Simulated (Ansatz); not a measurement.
# Lattice vibrations of ZrSc at Γ

The calculation used DFT LDA, scalar-relativistic, plane waves, PAW (Ansatz 0.2.0). Cutoff 420 eV, 15×15×8 k-points (Γ-centred), Fermi-Dirac smearing of 0.15 eV. No spin polarisation. Phonons by linear response, acoustic sum rule imposed.

Equilibrium structure at this level:
```yaml
crystal:
  lattice:
    - [3.17328, 0.00000, 0.00000]
    - [-1.58664, 2.74814, 0.00000]
    - [0.00000, 0.00000, 5.05286]
  atoms:
    - { symbol: Zr, position: [0.66667, 0.33333, 0.00000] }
    - { symbol: Sc, position: [0.00000, 0.00000, 0.50000] }
```

In a metal, frequencies and elastic constants depend on the k mesh and the smearing, soft modes and shear constants most.

**Question.** Is this structure stable against zone-centre distortions?

**Answer.** Yes, at Γ: no optical mode is imaginary. Strains and other wave vectors aren't tested by this run.

**Question.** List the optical modes at Γ (i marks imaginary ones).

**Answer.**
```
frequency (cm⁻¹) degeneracy
             103           2
             170           1
```